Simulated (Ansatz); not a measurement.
Relaxed-ion elastic tensor of AlBRu3 (cubic perovskite, space group No. 221) in GPa (Voigt order), plane-wave PAW r²SCAN (Ansatz code); density 8.68 g/cm³, 13.05 Å³ per atom.

```
 486   121   121   0.0   0.0   0.0
 121   486   121   0.0   0.0   0.0
 121   121   486   0.0   0.0   0.0
 0.0   0.0   0.0  77.6   0.0   0.0
 0.0   0.0   0.0   0.0  77.6   0.0
 0.0   0.0   0.0   0.0   0.0  77.6
```

Question: Is the crystal mechanically stable?

Answer: Yes: the smallest eigenvalue of C is 77.6 GPa.

Question: Work out the Voigt, Reuss and Hill averages.

Answer: K_V = 243, K_R = 243, K_H = 243; G_V = 119, G_R = 101, G_H = 110 GPa.

Question: Give Young's modulus, Poisson's ratio, Pugh's ratio and the universal anisotropy index.

Answer: E = 9KG/(3K + G) = 287 GPa; ν = 0.30; K/G = 2.20 (ductile by the Pugh limit of 1.75); A_U = 5G_V/G_R + K_V/K_R − 6 = 0.93.

Question: Estimate the sound speeds and the Debye temperature.

Answer: v_l = √((K + 4G/3)/ρ) = 6700 m/s, v_t = √(G/ρ) = 3560 m/s, mean 3980 m/s; Θ = (h/k)(3n/4πV)^(1/3) v_m = 503 K.

Question: Give the Zener ratio and Young's modulus along [100], [110] and [111].

Answer: A = 2C44/(C11 − C12) = 0.43; 1/E = S11 − 2(S11 − S12 − S44/2)Γ with Γ = 0, 1/4, 1/3 gives 437, 242, 210 GPa.

Question: Solve the Christoffel equation for the three sound speeds along [100], [110], [111].

Answer: Eigenvalues of C_ijkl n_j n_l equal ρv². In km/s, slowest first: [100] 2.99, 2.99, 7.48; [110] 2.99, 4.58, 6.63; [111] 4.12, 4.12, 6.32.

Space group Pm-3m (cubic perovskite). The start of the workflow was typed in or built on a structure type; neither database checked (COD, Materials Project) lists it. Its standing as an ambient phase is unchecked. Symmetry was held in the r²SCAN relaxation; whether a distortion lowers the energy is not shown. No spin polarisation was allowed. The volume moved by -15 % from the start of the relaxation. As this level gives no gap, shear constants depend on the k-mesh and smearing (Fermi–Dirac, 0.1 eV here).

Potentials: the later of the program's two PAW sets.
